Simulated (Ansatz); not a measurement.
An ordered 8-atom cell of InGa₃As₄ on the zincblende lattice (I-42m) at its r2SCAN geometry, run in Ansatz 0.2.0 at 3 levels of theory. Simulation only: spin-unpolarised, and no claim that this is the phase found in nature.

The r2SCAN input:
```yaml
crystal:
  lattice:
    - [-2.8900440255, 2.8900440255, 5.7688141672]
    - [2.8900440255, -2.8900440255, 5.7688141672]
    - [2.8900440255, 2.8900440255, -5.7688141672]
  atoms:
    - { symbol: Ga, position: [0.75, 0.25, 0.5] }
    - { symbol: As, position: [0.1327533333, 0.6075492582, 0.0] }
    - { symbol: Ga, position: [0.5, 0.5, 0.0] }
    - { symbol: As, position: [0.8672466667, 0.8672466667, 0.4747959249] }
    - { symbol: Ga, position: [0.25, 0.75, 0.5] }
    - { symbol: As, position: [0.6075492582, 0.1327533333, 0.0] }
    - { symbol: In, position: [0.0, 0.0, 0.0] }
    - { symbol: As, position: [0.3924507418, 0.3924507418, 0.5252040751] }
kpoints:
  mp_grid: { grid: [6, 6, 6] }
  band_path:
    path:
      - [0.0, 0.0, 0.0]
      - [0.0, 0.0, 0.5]
      - [0.25, 0.25, 0.25]
      - [0.0, 0.5, 0.0]
      - [0.5, 0.5, -0.5]
      - [0.3127445238, 0.6872554762, -0.3127445238]
      - [-0.3127445238, 0.3127445238, 0.3127445238]
      - [-0.1254890476, 0.1254890476, 0.5]
      - [0.5, 0.5, -0.1254890476]
    npoints: 1
hamiltonian:
  xc: r2scan
scf:
  occupations: { method: fixed }
  n_extra_bands: 6
output:
  forces: true
  stress: true
  eigenvalues: true
  write_density: true
  write_potential: true
  elf: true
  volumetric_format: npy
```

Main results, then, where recorded, the levels near the gap in eV from the Fermi energy (columns number the bands from 0), one row a point of the path (Γ, X, P, N, M, S, S₀, R, G):
```
Crystal: 8 atoms, lattice volume = 192.733 Å³
Symmetry: 8 space group operations
Space group: I-42m (ITA 121)
```
```
Basis set: ecut = 500 eV, 4909 PW (Γ)
k-points: 30 of 216 (time reversal used)
SCF converged after 8 iterations
Free energy (F): -36444.352185 eV
Fermi energy:    7.715529 eV
--- Forces (eV/Å), atoms counted from 1 ---
  atom   1  Ga      0.00000      0.00000      0.00000
  atom   2  As      0.00133    -0.00133    -0.00256
  atom   3  Ga      0.00000      0.00000      0.00000
  atom   4  As      0.00133      0.00133      0.00256
  atom   5  Ga      0.00000      0.00000      0.00000
  atom   6  As    -0.00133      0.00133    -0.00256
  atom   7  In      0.00000      0.00000      0.00000
  atom   8  As    -0.00133    -0.00133      0.00256
--- Stress (GPa, compression-positive) ---
       -0.016199       0.000000       0.000000
        0.000000      -0.016199       0.000000
        0.000000       0.000000      -0.015462
  P = ⅓ Tr σ = -0.0160 GPa (-0.160 kbar)
```
```tsv
band_52	band_53	band_54	band_55	band_56	band_57	band_58
-2.595	-0.046	0.000	0.000	0.631	1.797	2.041
-1.220	-1.125	-0.929	-0.925	1.141	1.460	2.712
-1.393	-1.302	-0.965	-0.965	2.131	2.131	2.474
-2.337	-1.956	-1.260	-1.207	3.074	3.472	3.508
-1.857	-1.857	-1.414	-1.414	1.822	1.822	1.957
-2.073	-2.037	-1.092	-1.027	2.027	3.074	3.120
-2.073	-2.037	-1.092	-1.027	2.027	3.074	3.120
-1.405	-1.344	-1.240	-1.006	1.554	1.877	3.476
-1.405	-1.344	-1.240	-1.006	1.554	1.877	3.476
```

r2SCAN gives a direct gap of 0.63 eV at Γ.

HSE06. Against the first input these blocks differ (the band path and keys that only write files left aside):
```yaml
kpoints:
  mp_grid: { grid: [4, 4, 4] }
hamiltonian:
  xc: hse06
```

```
Basis set: ecut = 420 eV, 3755 PW (Γ)
k-points: 13 of 64 (time reversal used)
Exchange kernel: α = 0.2500, screened, ω = 0.2079 Å⁻¹, Wigner–Seitz truncation, v(0) = 1046.7429 eV·Å³, q-mesh 4×4×4
hybrid outer 1: dexx = +4.559e-2 eV, tail = 2.82e-4 eV
hybrid outer 2: dexx = +6.439e-6 eV, tail = 1.47e-7 eV, Δε = 2.95e-3 eV, ΔF = 7.60e-4 eV/Å
hybrid outer 3: dexx = +4.428e-9 eV, tail = 1.12e-9 eV, Δε = 7.59e-5 eV, ΔF = 1.82e-5 eV/Å
hybrid SCF converged: 3 outer / 17 inner (+5 warm-up)
Free energy (F): -36384.378516 eV
Fermi energy:    7.559534 eV
--- Forces (eV/Å), atoms counted from 1 ---
  atom   1  Ga      0.00000      0.00000      0.00000
  atom   2  As      0.03184    -0.03184      0.01959
  atom   3  Ga      0.00000      0.00000      0.00000
  atom   4  As      0.03184      0.03184    -0.01959
  atom   5  Ga      0.00000      0.00000      0.00000
  atom   6  As    -0.03184      0.03184      0.01959
  atom   7  In      0.00000      0.00000      0.00000
  atom   8  As    -0.03184    -0.03184    -0.01959
--- Stress (GPa, compression-positive) ---
        0.357690       0.000000       0.000000
        0.000000       0.357690       0.000000
        0.000000       0.000000       0.356667
  P = ⅓ Tr σ = 0.3573 GPa (3.573 kbar)
```
```tsv
band_52	band_53	band_54	band_55	band_56	band_57	band_58
-2.731	-0.047	0.000	0.000	0.991	2.084	2.393
-1.276	-1.178	-0.975	-0.975	1.508	1.812	3.149
-1.449	-1.353	-1.017	-1.017	2.535	2.535	2.853
-2.447	-2.055	-1.313	-1.258	3.551	3.900	3.927
-1.938	-1.938	-1.486	-1.486	2.107	2.107	2.303
-2.175	-2.139	-1.138	-1.072	2.362	3.457	3.591
-2.175	-2.139	-1.138	-1.072	2.362	3.457	3.591
-1.462	-1.396	-1.288	-1.059	1.925	2.238	3.966
-1.462	-1.396	-1.288	-1.059	1.925	2.238	3.966
```

The HSE06 gap is direct at Γ: 0.99 eV. The mean stress, +0.4 GPa, is small, and the program warns that its thresholds are loose for a hybrid's stress.

PBE0. Against the first input these blocks differ (the band path and keys that only write files left aside):
```yaml
kpoints:
  mp_grid: { grid: [4, 4, 4] }
hamiltonian:
  xc: pbe0
```

```
Basis set: ecut = 420 eV, 3755 PW (Γ)
k-points: 13 of 64 (time reversal used)
Exchange kernel: α = 0.2500, full range, Wigner–Seitz truncation, v(0) = 18442.5730 eV·Å³, q-mesh 4×4×4
hybrid outer 1: dexx = +6.399e-2 eV, tail = 3.53e-4 eV
hybrid outer 2: dexx = +1.437e-5 eV, tail = 2.52e-7 eV, Δε = 4.32e-3 eV, ΔF = 2.12e-4 eV/Å
hybrid outer 3: dexx = +6.132e-9 eV, tail = 1.31e-9 eV, Δε = 9.83e-5 eV, ΔF = 2.19e-5 eV/Å
hybrid SCF converged: 3 outer / 17 inner (+5 warm-up)
Free energy (F): -36383.623554 eV
Fermi energy:    7.251023 eV
--- Forces (eV/Å), atoms counted from 1 ---
  atom   1  Ga      0.00000      0.00000      0.00000
  atom   2  As      0.03324    -0.03324      0.02110
  atom   3  Ga      0.00000      0.00000      0.00000
  atom   4  As      0.03324      0.03324    -0.02110
  atom   5  Ga      0.00000      0.00000      0.00000
  atom   6  As    -0.03324      0.03324      0.02110
  atom   7  In      0.00000      0.00000      0.00000
  atom   8  As    -0.03324    -0.03324    -0.02110
--- Stress (GPa, compression-positive) ---
        0.142166       0.000000       0.000000
        0.000000       0.142166       0.000000
        0.000000       0.000000       0.142487
  P = ⅓ Tr σ = 0.1423 GPa (1.423 kbar)
```
```tsv
band_52	band_53	band_54	band_55	band_56	band_57	band_58
-2.795	-0.049	0.000	0.000	1.545	2.707	3.026
-1.312	-1.210	-1.009	-1.005	2.103	2.414	3.788
-1.485	-1.386	-1.051	-1.051	3.156	3.156	3.480
-2.511	-2.118	-1.352	-1.298	4.200	4.555	4.576
-1.990	-1.990	-1.535	-1.535	2.730	2.730	2.936
-2.232	-2.194	-1.173	-1.105	2.982	4.102	4.240
-2.232	-2.194	-1.173	-1.105	2.982	4.102	4.240
-1.490	-1.425	-1.316	-1.086	2.515	2.835	4.626
-1.490	-1.425	-1.316	-1.086	2.515	2.835	4.626
```

The PBE0 gap is direct at Γ: 1.55 eV. The mean stress, +0.1 GPa, is small, and the program warns that its thresholds are loose for a hybrid's stress.

Small level splittings and stresses of the hybrids carry the error of their coarser meshes.

Totals of different functionals can't be compared.

No spin-orbit coupling is included; it can move band edges with weight on the heavy atoms by tenths of an eV.
